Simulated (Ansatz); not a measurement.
VN (rock salt)

```
VN
1.0
    0.00000     2.05846     2.05846
    2.05846     0.00000     2.05846
    2.05846     2.05846     0.00000
N V
1 1
Direct
  0.00000   0.00000   0.00000
  0.50000   0.50000   0.50000
```

The relaxed cell is deformed in two ways at once: its volume V is scaled, and at that volume it is stretched along z (the c axis of the conventional cell) so that c/a changes. Fractional atomic positions are held.

Computed with PBE (plane waves to 420 eV, PAW, scalar-relativistic; Ansatz, a program for electronic structure). k mesh 19×19×19 (Γ-centred), Fermi-Dirac smearing 0.05 eV. Compression counts positive. With partly filled bands, the response to shear is sensitive to the k mesh, so small differences along c/a are uncertain. The PAW data are Ansatz's earlier set. VN is run without spin polarisation. VN was relaxed with its symmetry unable to fall.

At one point of the scan the stress tensor (GPa) is:

```
  -16.4      0.0      0.0
    0.0    -16.4      0.0
    0.0      0.0    -26.1
```

Problem. Which point is it?
A. V/V₀ = 1.080, (c/a)/(c/a)₀ = 0.920
B. V/V₀ = 1.080, (c/a)/(c/a)₀ = 1.040
C. V/V₀ = 1.027, (c/a)/(c/a)₀ = 1.000
D. V/V₀ = 1.053, (c/a)/(c/a)₀ = 0.960

Solution. B, V/V₀ = 1.080, (c/a)/(c/a)₀ = 1.040

(A scan under strain: stresses follow from slopes of the energy per volume, elastic moduli from its curvatures.)
